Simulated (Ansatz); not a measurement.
Trial structure of BiH₄, not yet relaxed:

```
Bi H
1.0
     0.00000    3.05325    3.05325
     3.05325    0.00000    3.05325
     3.05325    3.05325    0.00000
Bi H
1 4
Direct
  0.25000 0.25000 0.25000
  0.57988 0.57988 0.57988
  0.57988 0.57988 0.26037
  0.57988 0.26037 0.57988
  0.26037 0.57988 0.57988
```

Method: DFT PBE, scalar-relativistic, plane waves, PAW in Ansatz 0.2.0. Settings: cutoff 420 eV, Γ-centred mesh 6×6×6 on the computed 5-atom cell, Gaussian smearing of 0.10 eV; no spin polarisation.

Formation energies are uncorrected and refer to the elements' standard structures at the same level (H₂ as a molecule).

Question: Estimate its pressure, forces and energy as it stands.

Answer: The pressure is -3.1 GPa (it wants to contract), the largest force is 0.58 eV/Å, and the energy is +1.12 eV/atom against the elements. The shortest distance is 1.38 Å.

Question: How much does it gain on relaxing, and where does it end?

Answer: Relaxing gains about 0.18 eV/atom (the start's value is from the coarse mesh, so the gain is rough) in 9 ionic steps and ends at +0.94 eV/atom on the finer mesh. The symmetry stays F-43m (No. 216). The volume per atom shrinks by 21.2 %, from 11.4 to 9.0 Å³. The shortest distance goes from 1.38 Å (H–H) to 1.67 Å (H–H). Conventional cell: a = 5.640 Å. Bi is surrounded by 12 H at 2.38 Å; around H lie 3 H at 1.67 Å, 3 H at 2.31 Å and 3 Bi at 2.38 Å.

The last run used a 12×12×12 mesh for its 5-atom cell and Gaussian smearing of 0.10 eV. Spin–orbit coupling, which can matter for Bi, is left out. The cell is a metal run without spin; a magnetic state may lie lower. With hydrogen, zero-point motion can shift formation energies by some tens of meV/atom. The relaxation can't lower the symmetry of the start. Symmetry constrained the relaxation, so the result can be a saddle point. Another cell of BiH4 relaxed alike, in Im-3m, lies 190 meV/atom lower, so this cell isn't the stable form at this level.
